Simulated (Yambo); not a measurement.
AlP (zinc blende, space group F-43m, No. 216); a = b = c = 3.8677 Å, α = β = γ = 60.00°. With the G0W0 scissor the direct gap on the mesh is 4.13 eV.

### Question
Can the lowest exciton of this BSE run be trusted, and with what binding energy? (Yambo, PBEsol bands; 10×10×10 mesh, 3 valence and 4 conduction bands, static screening with 18 bands and a 4 Ry block, scissor 1.00 eV, Tamm-Dancoff.)

### Answer
No. The lowest state covers only about 1 of the 1000 k points, so the mesh doesn't resolve it: its energy and its distance from the direct gap are mesh artefacts. An extended exciton needs a far denser mesh. The scissor comes from a G0W0 run whose convergence isn't established. 

Geometry relaxed with PBEsol.
